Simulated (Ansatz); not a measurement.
# zincblende-structured ZrC

Computed with Ansatz (plane waves, PAW, 420 eV cutoff): PBEsol, scalar-relativistic, no spin polarisation, 12×12×12 k-mesh. The datasets are Ansatz's generated set soft_2.

```yaml
crystal:
  lattice:
    - [0.00000, 2.52280, 2.52280]
    - [2.52280, 0.00000, 2.52280]
    - [2.52280, 2.52280, 0.00000]
  atoms:
    - { symbol: Zr, position: [0.00000, 0.00000, 0.00000] }
    - { symbol: C, position: [0.25000, 0.25000, 0.25000] }
```

The start was a prototype's sites filled with these elements. The Crystallography Open Database lists the compound in space group Fm-3m (rock salt), so this is a trial structure.

(1) What is the high-frequency dielectric tensor ε∞ (density-functional perturbation theory, local fields included)?

(2) What is the static dielectric tensor, the lattice's part included?

(3) Give the Born effective charges (a third of the trace, site by site).

(4) Where do the optical modes lie for q → 0 along (0.00, 1.00, 0.00), with the long-range field?

Answers:

(1) 36.00 (isotropic)

(2) 46.32 (isotropic)

(3) Zr 4.49; C -4.49 e.

(4) 531 (×2), 602 cm⁻¹.

An ε∞ of 36.00 means a refractive index of √ε∞ = 6.00 below the gap, far above the lattice modes.

With one infrared-active mode the Lyddane–Sachs–Teller relation ties the modes to the static constant, ε0 = 46.32, which is built from the same mode and Born charges: ω_LO = ω_TO √(ε0/ε∞) = 530.8 × √(46.32/36.00) = 602 cm⁻¹, and the run has a mode at 602 cm⁻¹.

The program warned that the mesh may be too coarse for the response to a field.
